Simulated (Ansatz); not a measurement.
LiCl (zinc blende, F-43m), a = 5.4671 Å, b = 5.4671 Å, c = 5.4671 Å, α = 90.00°, β = 90.00°, γ = 90.00°; the cell used has 2 atoms.

Relaxed with r²SCAN. Independent-particle spectrum: no excitons, no local fields, no scissors shift; 0.1 eV broadening; ε₁ of the summed bands alone.

Problem. Tabulate the dielectric function from r²SCAN in the plane-wave PAW code Ansatz.

Solution. 

| E (eV) | ε₁ xx | ε₂ xx |
|---|---|---|
| 0.0 | 2.56 | 0.00 |
| 0.3 | 2.56 | 0.00 |
| 0.6 | 2.56 | 0.00 |
| 0.9 | 2.57 | 0.00 |
| 1.2 | 2.58 | 0.00 |
| 1.5 | 2.59 | 0.00 |
| 1.8 | 2.60 | 0.00 |
| 2.1 | 2.62 | 0.00 |
| 2.4 | 2.64 | 0.00 |
| 2.7 | 2.67 | 0.00 |
| 3.0 | 2.69 | 0.00 |
| 3.3 | 2.73 | 0.00 |
| 3.6 | 2.76 | 0.00 |
| 3.9 | 2.81 | 0.00 |
| 4.2 | 2.85 | 0.00 |
| 4.5 | 2.91 | 0.00 |
| 4.8 | 2.98 | 0.00 |
| 5.1 | 3.05 | 0.00 |
| 5.4 | 3.14 | 0.00 |
| 5.7 | 3.25 | 0.00 |
| 6.0 | 3.39 | 0.00 |
| 6.3 | 3.57 | 0.00 |
| 6.6 | 3.86 | 0.01 |
| 6.9 | 4.17 | 0.31 |
| 7.2 | 4.30 | 0.52 |
| 7.5 | 4.50 | 0.69 |
| 7.8 | 4.88 | 0.86 |
| 8.1 | 5.70 | 1.68 |
| 8.4 | 5.27 | 3.32 |
| 8.7 | 4.17 | 3.37 |
| 9.0 | 3.89 | 3.60 |
| 9.3 | 3.46 | 3.89 |
| 9.6 | 2.31 | 4.17 |
| 9.9 | 1.59 | 3.04 |
| 10.2 | 2.55 | 1.97 |
| 10.5 | 3.38 | 2.36 |
| 10.8 | 3.98 | 2.91 |
| 11.1 | 5.43 | 4.80 |
| 11.4 | 1.48 | 8.77 |
| 11.7 | -1.11 | 5.43 |
| 12.0 | -0.59 | 4.37 |

Problem. From ε at 7.7 eV (xx: 4.72 + 0.80i), find n, k, the normal reflectivity and the absorption coefficient.

Solution. n = 2.18, k = 0.183, R = 14 %, α = 2kE/ħc = 140000 cm⁻¹.

With all bands, ε∞ without local fields is 2.58.

The start of the workflow was typed in or built on a structure type; neither database checked (COD, Materials Project) lists it. It is not the phase usual at ambient conditions (space group No. 225). The cell was relaxed with r²SCAN under the symmetry of its start; its stability against distortions is not shown here.

Potentials: the later of the program's two PAW sets.
